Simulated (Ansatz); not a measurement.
# How much do the gradients of Na₃HfScSi₂SO₁₂ depend on the method?

Cell: a computed structure from the Materials Project (it need not be an observed phase).

Space group Cc (No. 9); a = 15.8434, b = 9.1319, c = 9.2594 Å, β = 125.14°.

| site | Wyckoff | site symmetry | x | y | z |
| --- | --- | --- | --- | --- | --- |
| Na1 | 4a | 1 | 0.8076 | 0.0640 | 0.7274 |
| Na2 | 4a | 1 | 0.1693 | 0.0706 | 0.7326 |
| Na5 | 4a | 1 | 0.7316 | 0.7673 | 0.4839 |
| Hf | 4a | 1 | 0.4035 | 0.2601 | 0.9415 |
| Sc | 4a | 1 | 0.6021 | 0.7560 | 0.0567 |
| Si11 | 4a | 1 | 0.6513 | 0.8979 | 0.7612 |
| Si12 | 4a | 1 | 0.5051 | 0.4550 | 0.7565 |
| S | 4a | 1 | 0.3541 | 0.8990 | 0.7477 |
| O17 | 4a | 1 | 0.6592 | 0.8645 | 0.9407 |
| O18 | 4a | 1 | 0.0729 | 0.0599 | 0.9289 |
| O19 | 4a | 1 | 0.4484 | 0.8353 | 0.9013 |
| O23 | 4a | 1 | 0.3474 | 0.1264 | 0.0826 |
| O24 | 4a | 1 | 0.9287 | 0.9391 | 0.0804 |
| O25 | 4a | 1 | 0.5435 | 0.1756 | 0.0927 |
| O29 | 4a | 1 | 0.2661 | 0.1707 | 0.2392 |
| O30 | 4a | 1 | 0.5830 | 0.6432 | 0.2359 |
| O31 | 4a | 1 | 0.6641 | 0.9276 | 0.2419 |
| O35 | 4a | 1 | 0.7451 | 0.8075 | 0.7663 |
| O36 | 4a | 1 | 0.4198 | 0.3576 | 0.7660 |
| O37 | 4a | 1 | 0.3471 | 0.0603 | 0.7668 |

One atom of each set is listed; the run and its k-mesh use a cell of 40 atoms with edges of 9.14, 9.14, 9.26 Å.

First run. Computed with Ansatz: DFT, PBE, plane waves and PAW, scalar-relativistic, 420 eV cutoff, Γ-centred 3×3×3 k-points, Fermi–Dirac smearing 0.02 eV.

| site | V_zz (10²¹ V/m²) | η |
| --- | --- | --- |
| Na2 | -1.73 | 0.22 |
| Na5 | -1.29 | 0.58 |
| Hf | -30.4 | 0.36 |
| Sc | 7.16 | 0.30 |
| Si11 | 1.93 | 0.95 |
| Si12 | 2.11 | 0.70 |
| S | -0.67 | 0.74 |
| O17 | 4.95 | 0.23 |
| O18 | 4.98 | 0.16 |
| O19 | 13.47 | 0.08 |
| O23 | 14.38 | 0.09 |
| O29 | 14.03 | 0.06 |
| O31 | 5.62 | 0.43 |
| O37 | 14.32 | 0.10 |

Second run. The same atoms and settings, except that the functional is r2SCAN and the cutoff is 500 eV.

Problem. Given the first result, estimate the second.

Solution. 

```json
{"site": "Na2", "V_zz": "-1.82", "η": "0.24", "change of V_zz": "-0.09"}
{"site": "Na5", "V_zz": "-1.32", "η": "0.60", "change of V_zz": "-0.03"}
{"site": "Hf", "V_zz": "-31.1", "η": "0.35", "change of V_zz": "-0.70"}
{"site": "Sc", "V_zz": "7.11", "η": "0.30", "change of V_zz": "-0.05"}
{"site": "Si11", "V_zz": "1.97", "η": "0.94", "change of V_zz": "+0.04"}
{"site": "Si12", "V_zz": "2.16", "η": "0.68", "change of V_zz": "+0.05"}
{"site": "S", "V_zz": "-0.66", "η": "0.58", "change of V_zz": "+0.01"}
{"site": "O17", "V_zz": "4.76", "η": "0.23", "change of V_zz": "-0.19"}
{"site": "O18", "V_zz": "4.79", "η": "0.17", "change of V_zz": "-0.19"}
{"site": "O19", "V_zz": "13.84", "η": "0.09", "change of V_zz": "+0.37"}
{"site": "O23", "V_zz": "14.79", "η": "0.09", "change of V_zz": "+0.41"}
{"site": "O29", "V_zz": "14.50", "η": "0.06", "change of V_zz": "+0.47"}
{"site": "O31", "V_zz": "5.54", "η": "0.47", "change of V_zz": "-0.08"}
{"site": "O37", "V_zz": "14.75", "η": "0.11", "change of V_zz": "+0.43"}
```

The largest change of V_zz is on Hf, from -30.4 to -31.1. In per cent, |V_zz| changes by +2 to +5 on Na, +2 on Hf, -1 on Sc, +2 on Si, -1 on S, -4 to +3 on O (all sites that start above 0.5). Where |V_zz| stays above 0.1, η moves most on S, from 0.74 to 0.58. The table leaves out 6 of the 20 sites, with |V_zz| up to 5.53; their tensors move by 0.15 at most along any direction. The statements above cover all sites.

Without spin–orbit coupling the gradients at and beside Hf can be off by some per cent, at some sites by more.
For the first run: The largest force is 0.6 eV/Å, so the atoms aren't at the calculated equilibrium and relaxing them would move these values.
For the second run: The largest force is 0.7 eV/Å, so the atoms aren't at the calculated equilibrium and relaxing them would move these values.
